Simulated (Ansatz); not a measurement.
The following input was run with Ansatz 0.2.0.

```yaml
crystal:
  lattice:
    - [3.1543475109, 0.0, 0.0]
    - [-1.5771737555, 4.9874613331, 0.0]
    - [0.0, 0.0, 20.2498453324]
  atoms:
    - { symbol: W, position: [0.0, 0.0, 0.0] }
    - { symbol: W, position: [0.3, 0.6, 0.0492592536] }
    - { symbol: W, position: [0.2, 0.4, 0.1970370144] }
    - { symbol: W, position: [0.1, 0.2, 0.3448147752] }
    - { symbol: W, position: [0.4, 0.8, 0.3940740288] }
    - { symbol: W, position: [0.6, 0.2, 0.0985185072] }
    - { symbol: W, position: [0.9, 0.8, 0.1477777608] }
    - { symbol: W, position: [0.5, 0.0, 0.246296268] }
    - { symbol: W, position: [0.8, 0.6, 0.2955555216] }
    - { symbol: W, position: [0.7, 0.4, 0.4433332824] }
    - { symbol: W, position: [0.3, 0.6, 0.9433332824] }
    - { symbol: W, position: [0.2, 0.4, 0.7955555216] }
    - { symbol: W, position: [0.1, 0.2, 0.6477777608] }
    - { symbol: W, position: [0.4, 0.8, 0.5985185072] }
    - { symbol: W, position: [0.6, 0.2, 0.8940740288] }
    - { symbol: W, position: [0.9, 0.8, 0.8448147752] }
    - { symbol: W, position: [0.5, 0.0, 0.746296268] }
    - { symbol: W, position: [0.8, 0.6, 0.6970370144] }
    - { symbol: W, position: [0.7, 0.4, 0.5492592536] }
    - { symbol: W, position: [0.0, 0.0, 0.5] }
basis:
  ecutwfc: 420
kpoints:
  mp_grid: { grid: [12, 12, 2] }
hamiltonian:
  xc: pbesol
scf:
  occupations: { method: gaussian, width: 0.1 }
output:
  forces: true
  stress: true
  eigenvalues: true
  populations: true
  write_density: true
  write_potential: true
  elf: true
  volumetric_format: npy
relax:
  adjacent_minimum: "off"
  f_tol: 0.02
  max_steps: 60
  cell: { fix: [a, b, alpha, beta, gamma], stress_tol: 0.1 }
```

Command:
```bash
ansatz run input.yaml --threads 4 --pin off --max-ram 11264MiB --backend cpu --events-out ev --progress --plain --runs-dir out
```

Method: DFT PBEsol, scalar-relativistic, plane waves, PAW (Ansatz 0.2.0).

From the run's log, abridged (iterations and final results):

```
SCF iter   1: F=—  HF=-205123.887005 eV  |F-HF|=—  |Δ(HF+E_count)|=         —  Δρ=8.99e-3  dr2=2.48e0  ethr=1.77e-3  ⟨swp⟩=4.0  Hψ=53118  notcnv=0
SCF iter   2: F=—  HF=-205123.800323 eV  |F-HF|=—  |Δ(HF+E_count)|=   8.67e-2  Δρ=5.16e-3  dr2=9.50e-1  ethr=8.85e-4  ⟨swp⟩=1.0  Hψ=16684  notcnv=0  defer=2
SCF iter   3: F=—  HF=-205123.748385 eV  |F-HF|=—  |Δ(HF+E_count)|=   5.19e-2  Δρ=7.74e-4  dr2=8.70e-3  ethr=3.39e-4  ⟨swp⟩=2.0  Hψ=13968  notcnv=0  defer=2
SCF iter   4: F=—  HF=-205123.747229 eV  |F-HF|=—  |Δ(HF+E_count)|=   1.16e-3  Δρ=1.56e-4  dr2=3.05e-4  ethr=3.11e-6  ⟨swp⟩=2.0  Hψ=17645  notcnv=0  defer=2
SCF iter   5: F=—  HF=-205123.747187 eV  |F-HF|=—  |Δ(HF+E_count)|=   4.20e-5  Δρ=3.60e-5  dr2=5.34e-6  ethr=1.09e-7  ⟨swp⟩=2.0  Hψ=17867  notcnv=0  defer=2
SCF iter   6: F=—  HF=-205123.747594 eV  |F-HF|=—  |Δ(HF+E_count)|=   4.07e-4  Δρ=7.04e-6  dr2=2.17e-7  ethr=1.91e-9  ⟨swp⟩=2.0  Hψ=20099  notcnv=0  defer=37
SCF iter   7: F=-205123.747594 eV  HF=-205123.747594 eV  |F-HF|=5.65e-9  |Δ(HF+E_count)|=   2.91e-8  Δρ=1.45e-6  dr2=9.68e-9  ethr=3.57e-11  ⟨swp⟩=14.6  Hψ=98470  notcnv=0
SCF 1 converged in 7 iterations: F = -205123.747594 eV  dr2 = 9.68e-9
relax step   1: F+E_penalty+E_count = -205123.74759423 eV  Δ(F+E_penalty+E_count) = +0.000e0 eV  max|allowed force component| = 8.510e0 eV/Å  Δτ_max = 0.0000 Å  P = +4.518 GPa  Ω = 318.574 Å³  fix = [a, b, alpha, beta, gamma]  reactions: a -2.035, b -0.614 GPa; gamma -0.449 GPa/rad (7 SCF iters, dr2 threshold 1.00e-7 eV, accepted)
Crystal: 20 atoms, lattice volume = 321.862 Å³
Basis set: ecut = 420 eV, 6329 PW (Γ), exchange–correlation on 48×72×288 points (8 copies of the dense FFT grid, shifted against one another)
Initial density: handed on by an earlier stage of this run
Initial wavefunctions: those handed on with the density
SCF iter   1: F=—  HF=-205126.892215 eV  |F-HF|=—  |Δ(HF+E_count)|=         —  Δρ=2.95e-2  dr2=1.12e1  ethr=3.10e-3  ⟨swp⟩=8.0  Hψ=57633  notcnv=0
SCF iter   2: F=—  HF=-205126.200642 eV  |F-HF|=—  |Δ(HF+E_count)|=   6.92e-1  Δρ=1.50e-2  dr2=3.04e0  ethr=3.10e-3  ⟨swp⟩=1.0  Hψ=16684  notcnv=0  defer=15
SCF iter   3: F=—  HF=-205125.939837 eV  |F-HF|=—  |Δ(HF+E_count)|=   2.61e-1  Δρ=1.98e-3  dr2=5.74e-2  ethr=1.09e-3  ⟨swp⟩=2.2  Hψ=16337  notcnv=0  defer=538
SCF iter   4: F=—  HF=-205125.933936 eV  |F-HF|=—  |Δ(HF+E_count)|=   5.90e-3  Δρ=4.33e-4  dr2=1.05e-3  ethr=2.05e-5  ⟨swp⟩=2.0  Hψ=16653  notcnv=0  defer=837
SCF iter   5: F=—  HF=-205125.934219 eV  |F-HF|=—  |Δ(HF+E_count)|=   2.83e-4  Δρ=9.63e-5  dr2=1.06e-4  ethr=3.77e-7  ⟨swp⟩=2.0  Hψ=19376  notcnv=0  defer=1561
SCF iter   6: F=—  HF=-205125.934204 eV  |F-HF|=—  |Δ(HF+E_count)|=   1.45e-5  Δρ=2.36e-5  dr2=5.76e-6  ethr=3.77e-8  ⟨swp⟩=2.0  Hψ=16425  notcnv=0  defer=1561
SCF iter   7: F=-205125.934203 eV  HF=-205125.934204 eV  |F-HF|=1.60e-7  |Δ(HF+E_count)|=   6.81e-7  Δρ=5.41e-6  dr2=2.20e-7  ethr=7.14e-10  ⟨swp⟩=17.6  Hψ=117516  notcnv=0
SCF 2 converged in 7 iterations: F = -205125.934203 eV  dr2 = 2.20e-7
relax step   2: F+E_penalty+E_count = -205125.93420343 eV  Δ(F+E_penalty+E_count) = -2.187e0 eV  max|allowed force component| = 2.025e0 eV/Å  Δτ_max = 0.1901 Å  P = -0.810 GPa  Ω = 321.862 Å³  energy of the carried Pulay correction = -1.236e-3 eV  fix = [a, b, alpha, beta, gamma]  reactions: a -3.230, b -2.917 GPa; gamma -0.099 GPa/rad (7 SCF iters, dr2 threshold 2.00e-6 eV, accepted)
Crystal: 20 atoms, lattice volume = 321.834 Å³
SCF iter   1: F=—  HF=-205126.686362 eV  |F-HF|=—  |Δ(HF+E_count)|=         —  Δρ=1.41e-2  dr2=1.84e0  ethr=6.32e-4  ⟨swp⟩=1.1  Hψ=62710  notcnv=0
SCF iter   2: F=—  HF=-205126.560623 eV  |F-HF|=—  |Δ(HF+E_count)|=   1.26e-1  Δρ=7.72e-3  dr2=5.88e-1  ethr=6.32e-4  ⟨swp⟩=1.0  Hψ=14451  notcnv=0
SCF iter   3: F=—  HF=-205126.500769 eV  |F-HF|=—  |Δ(HF+E_count)|=   5.99e-2  Δρ=8.85e-4  dr2=7.52e-3  ethr=2.10e-4  ⟨swp⟩=2.0  Hψ=16617  notcnv=0  defer=2
SCF iter   4: F=—  HF=-205126.499920 eV  |F-HF|=—  |Δ(HF+E_count)|=   8.49e-4  Δρ=1.81e-4  dr2=2.38e-4  ethr=2.68e-6  ⟨swp⟩=2.0  Hψ=19544  notcnv=0  defer=2
SCF iter   5: F=—  HF=-205126.500335 eV  |F-HF|=—  |Δ(HF+E_count)|=   4.16e-4  Δρ=3.44e-5  dr2=1.10e-5  ethr=8.51e-8  ⟨swp⟩=2.1  Hψ=19409  notcnv=0  defer=4
SCF iter   6: F=-205126.500334 eV  HF=-205126.500334 eV  |F-HF|=2.38e-7  |Δ(HF+E_count)|=   1.10e-6  Δρ=7.86e-6  dr2=3.68e-7  ethr=7.14e-10  ⟨swp⟩=15.4  Hψ=116841  notcnv=0
SCF 3 converged in 6 iterations: F = -205126.500334 eV  dr2 = 3.68e-7
relax step   3: F+E_penalty+E_count = -205126.50033414 eV  Δ(F+E_penalty+E_count) = -5.661e-1 eV  max|allowed force component| = 7.093e-1 eV/Å  Δτ_max = 0.1076 Å  P = -1.227 GPa  Ω = 321.834 Å³  energy of the carried Pulay correction = -1.226e-3 eV  fix = [a, b, alpha, beta, gamma]  reactions: a -3.500, b -3.365 GPa; gamma -0.043 GPa/rad (6 SCF iters, dr2 threshold 2.00e-6 eV, accepted)
Crystal: 20 atoms, lattice volume = 325.542 Å³
Basis set: ecut = 420 eV, 6397 PW (Γ), exchange–correlation on 48×72×288 points (8 copies of the dense FFT grid, shifted against one another)
SCF iter   1: F=—  HF=-205126.609723 eV  |F-HF|=—  |Δ(HF+E_count)|=         —  Δρ=4.91e-3  dr2=2.98e-1  ethr=1.09e-4  ⟨swp⟩=1.0  Hψ=64804  notcnv=0
SCF iter   2: F=—  HF=-205126.593124 eV  |F-HF|=—  |Δ(HF+E_count)|=   1.66e-2  Δρ=2.75e-3  dr2=1.01e-1  ethr=1.06e-4  ⟨swp⟩=1.0  Hψ=14448  notcnv=0
SCF iter   3: F=—  HF=-205126.583776 eV  |F-HF|=—  |Δ(HF+E_count)|=   9.35e-3  Δρ=3.03e-4  dr2=1.13e-3  ethr=3.61e-5  ⟨swp⟩=1.6  Hψ=14738  notcnv=0
SCF iter   4: F=—  HF=-205126.584010 eV  |F-HF|=—  |Δ(HF+E_count)|=   2.34e-4  Δρ=8.25e-5  dr2=3.68e-5  ethr=4.02e-7  ⟨swp⟩=2.0  Hψ=19421  notcnv=0
SCF iter   5: F=-205126.584001 eV  HF=-205126.584001 eV  |F-HF|=4.13e-7  |Δ(HF+E_count)|=   8.43e-6  Δρ=1.66e-5  dr2=1.01e-6  ethr=1.31e-8  ⟨swp⟩=2.0  Hψ=19678  notcnv=0
SCF iter   6: F=-205126.584001 eV  HF=-205126.584001 eV  |F-HF|=8.54e-8  |Δ(HF+E_count)|=   1.80e-7  Δρ=4.09e-6  dr2=1.28e-7  ethr=3.62e-10  ⟨swp⟩=11.6  Hψ=106785  notcnv=0
SCF 4 converged in 6 iterations: F = -205126.584001 eV  dr2 = 1.28e-7
relax step   4: F+E_penalty+E_count = -205126.58400118 eV  Δ(F+E_penalty+E_count) = -8.367e-2 eV  max|allowed force component| = 4.104e-1 eV/Å  Δτ_max = 0.0342 Å  P = -4.438 GPa  Ω = 325.542 Å³  energy of the carried Pulay correction = -2.605e-3 eV  fix = [a, b, alpha, beta, gamma]  reactions: a -5.572, b -5.893 GPa; gamma +0.102 GPa/rad (6 SCF iters, dr2 threshold 2.00e-6 eV, accepted)
Crystal: 20 atoms, lattice volume = 322.927 Å³
Basis set: ecut = 420 eV, 6357 PW (Γ), exchange–correlation on 48×72×288 points (8 copies of the dense FFT grid, shifted against one another)
SCF iter   1: F=—  HF=-205126.607968 eV  |F-HF|=—  |Δ(HF+E_count)|=         —  Δρ=6.99e-3  dr2=2.29e-1  ethr=7.87e-5  ⟨swp⟩=1.1  Hψ=65353  notcnv=0
SCF iter   2: F=—  HF=-205126.586502 eV  |F-HF|=—  |Δ(HF+E_count)|=   2.15e-2  Δρ=4.03e-3  dr2=7.89e-2  ethr=7.87e-5  ⟨swp⟩=1.0  Hψ=14448  notcnv=0
   ...
Crystal: 20 atoms, lattice volume = 323.926 Å³
Basis set: ecut = 420 eV, 6373 PW (Γ), exchange–correlation on 48×72×288 points (8 copies of the dense FFT grid, shifted against one another)
SCF iter   1: F=—  HF=-205126.631634 eV  |F-HF|=—  |Δ(HF+E_count)|=         —  Δρ=1.29e-3  dr2=1.04e-2  ethr=3.79e-6  ⟨swp⟩=2.0  Hψ=51809  notcnv=0
SCF iter   2: F=—  HF=-205126.630664 eV  |F-HF|=—  |Δ(HF+E_count)|=   9.70e-4  Δρ=7.42e-4  dr2=3.67e-3  ethr=3.70e-6  ⟨swp⟩=1.0  Hψ=14449  notcnv=0
SCF iter   3: F=—  HF=-205126.630064 eV  |F-HF|=—  |Δ(HF+E_count)|=   5.99e-4  Δρ=9.06e-5  dr2=4.86e-5  ethr=1.31e-6  ⟨swp⟩=2.0  Hψ=18622  notcnv=0
SCF iter   4: F=—  HF=-205126.630546 eV  |F-HF|=—  |Δ(HF+E_count)|=   4.82e-4  Δρ=1.96e-5  dr2=1.95e-6  ethr=1.74e-8  ⟨swp⟩=2.0  Hψ=19642  notcnv=0
SCF iter   5: F=-205126.630546 eV  HF=-205126.630546 eV  |F-HF|=3.86e-8  |Δ(HF+E_count)|=   2.88e-7  Δρ=4.64e-6  dr2=8.68e-8  ethr=6.96e-10  ⟨swp⟩=2.0  Hψ=19349  notcnv=0
SCF iter   6: F=-205126.630546 eV  HF=-205126.630546 eV  |F-HF|=2.04e-9  |Δ(HF+E_count)|=   1.30e-8  Δρ=1.02e-6  dr2=4.67e-9  ethr=3.10e-11  ⟨swp⟩=8.4  Hψ=93181  notcnv=0
SCF 7 converged in 6 iterations: F = -205126.630546 eV  dr2 = 4.67e-9
relax step   7: F+E_penalty+E_count = -205126.63054583 eV  Δ(F+E_penalty+E_count) = -2.414e-3 eV  max|allowed force component| = 2.482e-2 eV/Å  Δτ_max = 0.0204 Å  P = -2.858 GPa  Ω = 323.926 Å³  energy of the carried Pulay correction = -2.006e-3 eV  fix = [a, b, alpha, beta, gamma]  reactions: a -4.485, b -4.092 GPa; gamma -0.124 GPa/rad (6 SCF iters, dr2 threshold 4.10e-7 eV, accepted)
Crystal: 20 atoms, lattice volume = 323.919 Å³
SCF iter   1: F=—  HF=-205126.630187 eV  |F-HF|=—  |Δ(HF+E_count)|=         —  Δρ=2.29e-4  dr2=2.99e-4  ethr=1.12e-7  ⟨swp⟩=2.0  Hψ=51833  notcnv=0
SCF iter   2: F=—  HF=-205126.630151 eV  |F-HF|=—  |Δ(HF+E_count)|=   3.60e-5  Δρ=1.32e-4  dr2=1.06e-4  ethr=1.07e-7  ⟨swp⟩=1.0  Hψ=14448  notcnv=0
SCF iter   3: F=—  HF=-205126.630135 eV  |F-HF|=—  |Δ(HF+E_count)|=   1.66e-5  Δρ=1.60e-5  dr2=1.31e-6  ethr=3.80e-8  ⟨swp⟩=2.0  Hψ=19096  notcnv=0
SCF iter   4: F=—  HF=-205126.630648 eV  |F-HF|=—  |Δ(HF+E_count)|=   5.13e-4  Δρ=3.37e-6  dr2=5.42e-8  ethr=4.70e-10  ⟨swp⟩=2.0  Hψ=19671  notcnv=0
SCF iter   5: F=-205126.630648 eV  HF=-205126.630648 eV  |F-HF|=1.46e-9  |Δ(HF+E_count)|=   8.85e-9  Δρ=8.27e-7  dr2=3.08e-9  ethr=1.93e-11  ⟨swp⟩=2.0  Hψ=19349  notcnv=0
SCF iter   6: F=-205126.630648 eV  HF=-205126.630648 eV  |F-HF|=5.82e-11  |Δ(HF+E_count)|=  4.07e-10  Δρ=1.71e-7  dr2=1.63e-10  ethr=1.10e-12  ⟨swp⟩=5.7  Hψ=75075  notcnv=0
SCF 8 converged in 6 iterations: F = -205126.630648 eV  dr2 = 1.63e-10
relax step   8: F+E_penalty+E_count = -205126.63064774 eV  Δ(F+E_penalty+E_count) = -1.019e-4 eV  max|allowed force component| = 2.514e-3 eV/Å  Δτ_max = 0.0040 Å  P = -2.868 GPa  Ω = 323.919 Å³  energy of the carried Pulay correction = -2.003e-3 eV  fix = [a, b, alpha, beta, gamma]  reactions: a -4.496, b -4.115 GPa; gamma -0.120 GPa/rad (6 SCF iters, accepted)
Initial wavefunctions: pseudopotential atomic-orbital guess (no wavefunctions were taken with the density)
SCF iter   1: F=—  HF=-205126.632000 eV  |F-HF|=—  |Δ(HF+E_count)|=         —  Δρ=1.34e-4  dr2=2.11e-6  ethr=2.79e-8  ⟨swp⟩=4.0  Hψ=96953  notcnv=0
SCF iter   2: F=—  HF=-205126.632673 eV  |F-HF|=—  |Δ(HF+E_count)|=   6.73e-4  Δρ=6.87e-5  dr2=5.68e-7  ethr=7.54e-10  ⟨swp⟩=1.8  Hψ=16333  notcnv=0
SCF iter   3: F=—  HF=-205126.632675 eV  |F-HF|=—  |Δ(HF+E_count)|=   2.03e-6  Δρ=1.12e-6  dr2=9.64e-10  ethr=2.03e-10  ⟨swp⟩=2.0  Hψ=26507  notcnv=0
SCF iter   4: F=-205126.632675 eV  HF=-205126.632675 eV  |F-HF|=5.82e-11  |Δ(HF+E_count)|=  5.24e-10  Δρ=1.56e-7  dr2=6.09e-11  ethr=1.00e-12  ⟨swp⟩=2.0  Hψ=20590  notcnv=0
SCF iter   5: F=-205126.632675 eV  HF=-205126.632675 eV  |F-HF|=5.82e-11  |Δ(HF+E_count)|=  2.91e-11  Δρ=3.54e-8  dr2=4.87e-12  ethr=1.00e-12  ⟨swp⟩=1.0  Hψ=14448  notcnv=0
SCF iter   6: F=-205126.632675 eV  HF=-205126.632675 eV  |F-HF|=0.00e0  |Δ(HF+E_count)|=  2.91e-11  Δρ=7.36e-9  dr2=4.07e-13  ethr=1.00e-12  ⟨swp⟩=1.0  Hψ=14448  notcnv=0
SCF iter   7: F=-205126.632675 eV  HF=-205126.632675 eV  |F-HF|=0.00e0  |Δ(HF+E_count)|=  2.91e-11  Δρ=2.22e-9  dr2=2.51e-14  ethr=1.00e-12  ⟨swp⟩=1.0  Hψ=14448  notcnv=0
SCF iter   8: F=-205126.632675 eV  HF=-205126.632675 eV  |F-HF|=0.00e0  |Δ(HF+E_count)|=  8.73e-11  Δρ=6.09e-10  dr2=3.09e-15  ethr=1.00e-12  ⟨swp⟩=3.3  Hψ=40857  notcnv=0
SCF 9 converged in 8 iterations: F = -205126.632675 eV  dr2 = 3.09e-15
SCF converged after 8 iterations
Free energy (F): -205126.632675 eV
Harris-Foulkes:  -205126.632675 eV  (|F-HF|=0.00e0)
Internal energy: -205126.575956 eV  (E = F + TS)
E sigma→0 (E₀):  -205126.604315 eV
Entropy (-TS):   -0.056719 eV (-2.836 meV/atom)
Fermi energy:    21.723724 eV
--- Per-component energies (eV) ---
  E_band       = -1818.398594
  E_kinetic    = 9001.860478
  E_local      = -12913.337394  (includes V_loc(G=0)·N_el)
  E_nonlocal   = 67.532021
  E_hartree    = 4668.603553
  E_xc         = -5300.949479
  E_vxc        = -4768.348318  (∫ρ·V_xc dr)
  E_paw        = -168722.164101  (= ΣΔE_a)
  E_vpaw       = -2543.311273  (= ΣTr[D̂ρ^β])
  E_aug_tail   = -0.001215  (compensation charges beyond the density's cutoff)
  E_ewald      = -31932.555662
  E_core_change = 4.435844  (= ΣΔE_core)
  E_smearing   = -0.056719  (= −TS)
--- Forces (eV/Å), atoms counted from 1 ---
  atom   1  W      0.00000000    -0.00254813     0.00035130
  atom   2  W      0.00000000    -0.00156108    -0.00094235
  atom   3  W      0.00000000    -0.00062877     0.00119622
  atom   4  W      0.00000000    -0.00212586    -0.00129356
  atom   5  W      0.00000000    -0.00188228    -0.00121705
  atom   6  W      0.00000000     0.00244973     0.00120335
  atom   7  W      0.00000000     0.00186740     0.00174852
  atom   8  W      0.00000000     0.00010107    -0.00056261
  atom   9  W      0.00000000     0.00049565    -0.00071726
  atom  10  W      0.00000000     0.00149264     0.00023342
  atom  11  W      0.00000000    -0.00149264     0.00023342
  atom  12  W      0.00000000    -0.00049565    -0.00071726
  atom  13  W      0.00000000    -0.00186740     0.00174852
  atom  14  W      0.00000000    -0.00244973     0.00120335
  atom  15  W      0.00000000     0.00188228    -0.00121705
  atom  16  W      0.00000000     0.00212586    -0.00129356
  atom  17  W      0.00000000    -0.00010107    -0.00056261
  atom  18  W      0.00000000     0.00062877     0.00119622
  atom  19  W      0.00000000     0.00156108    -0.00094235
  atom  20  W      0.00000000     0.00254813     0.00035130
--- Stress (GPa, compression-positive) ---
       -4.905718       0.000000       0.000000
        0.000000      -3.707939       0.000000
        0.000000       0.000000       0.007744
  P = ⅓ Tr σ = -2.8686 GPa (-28.686 kbar)
--- Band table (eV; the first three rows and the last of 86) ---
  k-point 0: bands = ["-52.2535", "-52.2531", "-52.1493", "-52.1397", "-52.1340", "-52.1284", "-52.1196", "-52.1112", "-52.0840", "-52.0785", "-52.0654", "-52.0651", "-52.0108", "-52.0096", "-52.0044", "-52.0036", "-51.8385", "-51.8384", "-51.7706", "-51.7705", "-17.1326", "-17.1201", "-16.9766", "-16.9501", "-16.9188", "-16.8882", "-16.8736", "-16.8692", "-16.7691", "-16.7466", "-16.7363", "-16.6295", "-16.5929", "-16.5841", "-16.5757", "-16.5444", "-16.5396", "-16.5100", "-16.5055", "-16.5017", "-16.4478", "-16.3814", "-16.3740", "-16.3672", "-16.3590", "-16.3422", "-16.3365", "-16.3139", "-16.3099", "-16.3017", "-16.2432", "-16.2209", "-16.2054", "-16.1946", "-16.1893", "-16.1868", "-16.1 ...
  k-point 1: bands = ["-52.2533", "-52.2533", "-52.1459", "-52.1459", "-52.1298", "-52.1298", "-52.1157", "-52.1157", "-52.0810", "-52.0810", "-52.0652", "-52.0652", "-52.0102", "-52.0102", "-52.0039", "-52.0039", "-51.8384", "-51.8384", "-51.7705", "-51.7705", "-17.1266", "-17.1266", "-16.9672", "-16.9672", "-16.9060", "-16.9060", "-16.8582", "-16.8582", "-16.7686", "-16.7686", "-16.7015", "-16.7015", "-16.5783", "-16.5783", "-16.5421", "-16.5421", "-16.5179", "-16.5179", "-16.5036", "-16.5036", "-16.4331", "-16.4331", "-16.3721", "-16.3721", "-16.3606", "-16.3606", "-16.3123", "-16.3123", "-16.2717", "-16.2717", "-16.2638", "-16.2638", "-16.2052", "-16.2052", "-16.1929", "-16.1929", "-16.1 ...
  k-point 2: bands = ["-52.2520", "-52.2516", "-52.1484", "-52.1391", "-52.1350", "-52.1304", "-52.1208", "-52.1111", "-52.0841", "-52.0788", "-52.0655", "-52.0646", "-52.0112", "-52.0092", "-52.0052", "-52.0038", "-51.8383", "-51.8381", "-51.7705", "-51.7704", "-17.1217", "-17.1091", "-16.9937", "-16.9453", "-16.9379", "-16.8789", "-16.8630", "-16.8428", "-16.7689", "-16.7351", "-16.7324", "-16.6572", "-16.5933", "-16.5839", "-16.5788", "-16.5708", "-16.5612", "-16.5061", "-16.4636", "-16.4635", "-16.4589", "-16.4202", "-16.3917", "-16.3898", "-16.3757", "-16.3423", "-16.3111", "-16.3039", "-16.2764", "-16.2715", "-16.2454", "-16.2345", "-16.2112", "-16.2108", "-16.1937", "-16.1800", "-16.1 ...
  k-point 85: bands = ["-52.1829", "-52.1829", "-52.1188", "-52.1188", "-52.1183", "-52.1183", "-52.1003", "-52.1003", "-52.0750", "-52.0750", "-52.0743", "-52.0743", "-52.0166", "-52.0166", "-52.0165", "-52.0165", "-51.8451", "-51.8451", "-51.7726", "-51.7726", "-17.0765", "-17.0765", "-17.0492", "-17.0492", "-17.0275", "-17.0275", "-16.9741", "-16.9741", "-16.8967", "-16.8967", "-16.8221", "-16.8221", "-16.7459", "-16.7459", "-16.7407", "-16.7407", "-16.5819", "-16.5819", "-16.5326", "-16.5326", "-16.4775", "-16.4775", "-16.4015", "-16.4015", "-16.3422", "-16.3422", "-16.3311", "-16.3311", "-16.3215", "-16.3215", "-16.2997", "-16.2997", "-16.2875", "-16.2875", "-16.2649", "-16.2649", "-16. ...
--- Relaxed structure (8 steps of the walk, 7 accepted, 1 SCFs on fresh bases) ---
  F+E_penalty+E_count = -205126.63267505 eV   max|allowed force component| = 2.548e-3 eV/Å   (the final SCF, on the basis selected at the relaxed cell)
  cell:  # Å, volume = 323.9186 Å³
    - [3.1543475109, 0.0, -6.05541287e-128]
    - [-1.57717375, 4.98746133, 9.85428005e-128]
    - [-3.88737048e-127, 2.77169186e-127, 20.58955007]
  atoms:
    - { symbol: W, position: [0.00020634, 0.00041268, -0.00333549] }
    - { symbol: W, position: [0.29961037, 0.59922074, 0.05839190] }
    - { symbol: W, position: [0.19866544, 0.39733089, 0.19917446] }
    - { symbol: W, position: [0.09898321, 0.19796643, 0.34328050] }
    - { symbol: W, position: [0.40053381, 0.80106762, 0.39333182] }
    - { symbol: W, position: [0.59945697, 0.19891395, 0.10000194] }
    - { symbol: W, position: [0.90101273, 0.80202547, 0.15005188] }
    - { symbol: W, position: [0.49999686, -6.26401151e-6, 0.24666818] }
    - { symbol: W, position: [0.80132914, 0.60265829, 0.29415744] }
    - { symbol: W, position: [0.70038344, 0.40076689, 0.43494374] }
    - { symbol: W, position: [0.29961655, 0.59923310, 0.93494374] }
    - { symbol: W, position: [0.19867085, 0.39734170, 0.79415744] }
    - { symbol: W, position: [0.09898726, 0.19797452, 0.65005188] }
    - { symbol: W, position: [0.40054302, 0.80108604, 0.60000194] }
    - { symbol: W, position: [0.59946618, 0.19893237, 0.89333182] }
    - { symbol: W, position: [0.90101678, 0.80203356, 0.84328050] }
    - { symbol: W, position: [0.50000313, 6.26401151e-6, 0.74666818] }
    - { symbol: W, position: [0.80133455, 0.60266910, 0.69917446] }
    - { symbol: W, position: [0.70038962, 0.40077925, 0.55839190] }
    - { symbol: W, position: [-0.00020634, -0.00041268, 0.49666450] }
--- Löwdin populations: 20 sites ---
  site symbol q [e]
     0      W     13.8629
     1      W     13.8999
     2      W     13.8505
     3      W     13.8612
     4      W     13.8796
     5      W     13.8796
     6      W     13.8612
     7      W     13.8618
     8      W     13.8505
     9      W     13.8999
    10      W     13.8999
    11      W     13.8505
    12      W     13.8612
    13      W     13.8796
    14      W     13.8796
    15      W     13.8612
    16      W     13.8618
    17      W     13.8505
    18      W     13.8999
    19      W     13.8629
  spilling = 0.009234 (of n_electrons = 280.000000)
```

The relaxation met its thresholds.

It took 13 min on 4 threads of Intel(R) Xeon(R) 6975P-C (Granite Rapids), with other jobs on the host, peak memory 3.7 GiB.

Spin–orbit coupling is left out, which can shift energies with elements as heavy as these.